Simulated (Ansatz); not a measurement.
LuB2Ru3 in space group P6/mmm (No. 191; Ru on 3g, Lu on 1a, B on 2c), a = b = 5.444 Å, c = 3.003 Å, α = β = 90.00°, γ = 120.00°.

Relaxed with r²SCAN.

**Question.** Tabulate the valence density and the electron localisation function along the shortest Ru–B contact (2.17 Å), the program Ansatz at the r²SCAN level (PAW).

**Answer.** 

```
distance from Ru (Å)  density (e/Å³)   ELF
--------------------  --------------  ----
0.22                            9.68  0.38
0.33                            8.92  0.56
0.43                            7.57  0.67
0.54                            5.78  0.69
0.65                            3.93  0.65
0.76                            2.40  0.55
0.87                            1.38  0.41
0.98                            0.88  0.31
1.09                            0.68  0.31
1.20                            0.60  0.41
1.30                            0.59  0.55
1.41                            0.62  0.64
1.52                            0.67  0.63
1.63                            0.70  0.52
1.74                            0.68  0.32
1.85                            0.58  0.11
1.96                            0.43  0.02
```

The density is the valence pseudo-density with augmentation charge, so density and ELF within about 1 Å of a nucleus are not all-electron values.

The workflow started from an entry of the Crystallography Open Database (COD). Whether it is the stable phase at ambient conditions was not checked. The cell was relaxed with r²SCAN under the symmetry of its start; its stability against distortions is not shown here. The run is not spin-polarised. Spin–orbit coupling is left out wherever it is not named.

Potentials: the later of the program's two PAW sets.
